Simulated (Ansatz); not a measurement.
A frame of Ti19Al5 from dynamics at 1810 K, with the forces (eV/Å) computed on a k mesh in the last three columns. Level of theory: Ansatz, DFT PBE, scalar-relativistic, plane waves, PAW.

Plane waves to 420 eV, a k mesh through Γ of 3×3×3 on the computed 24-atom cell and Fermi–Dirac smearing (0.16 eV); no spin polarisation.

```xyz
24
Lattice="7.767 -0.129 0.232 -0.129 7.670 0.030 0.232 0.030 7.437" Properties=species:S:1:pos:R:3:forces:R:3 pbc="T T T"
Ti    6.461    3.212    2.413    0.320   -1.420    0.120
Ti    3.359    1.459    2.947    0.170    0.090   -0.850
Ti    6.197    7.292    6.432   -0.930   -0.730    0.090
Ti    2.944    1.581    5.267   -0.060   -0.230    1.230
Ti    1.239    5.556    1.104   -1.440   -0.740    1.140
Ti    0.269    0.971    1.629    0.370    1.240   -3.470
Ti    4.291    1.759    0.336   -0.670    0.590   -0.470
Ti    1.431    2.840    0.139    0.070   -0.380    0.490
Ti    6.906    2.134    7.269    0.930    0.600   -0.300
Ti    7.307    5.380    3.953   -0.890    1.590   -0.140
Ti    2.219    6.194    4.544   -1.420   -0.210    0.000
Ti    4.474    6.677    4.442    1.260    0.040    0.620
Ti    1.058    7.459    6.644   -0.930    1.820   -0.320
Ti    3.201    6.547    2.251    0.480    0.640   -0.980
Ti    5.852   -0.057    1.843   -0.760   -0.390    0.520
Ti    0.946    3.587    4.547   -0.530   -1.890   -1.410
Ti    5.576    1.651    4.696    1.220    0.170   -0.890
Ti    2.767    4.442    6.097    0.970   -0.400    1.650
Ti    5.203    4.776    1.094   -0.730    0.640    0.320
Al    3.875    4.072    3.580    0.110   -0.160   -0.110
Al    7.626    5.010    6.711    1.440   -0.720    0.440
Al    0.939    0.468    3.693   -0.390   -0.260    4.030
Al    5.516    4.130    5.953   -0.880   -0.090   -1.300
Al    3.379    6.860    7.101    2.280    0.240   -0.380
```

Static pressure 1.1 GPa (no kinetic part), no gap on the mesh.

Counting as bonded all pairs within 1.3 times the summed covalent radii:

| atom → neighbour | mean count | mean length (Å) | spread (Å) |
| --- | --- | --- | --- |
| Al → Al | 0.80 | 2.65 | 0.24 |
| Al → Ti | 10.20 | 2.94 | 0.28 |
| Ti → Al | 2.68 | 2.94 | 0.28 |
| Ti → Ti | 11.26 | 3.20 | 0.50 |

Angles between all pairs of such bonds at an atom (mean ± spread): 97 ± 34° at Al, 95 ± 35° at Ti.

Cost: 1 run of about 4.6 core-minutes, on Intel Xeon Processor @ 2.50GHz (Skylake/Cascade Lake) (shared hosts).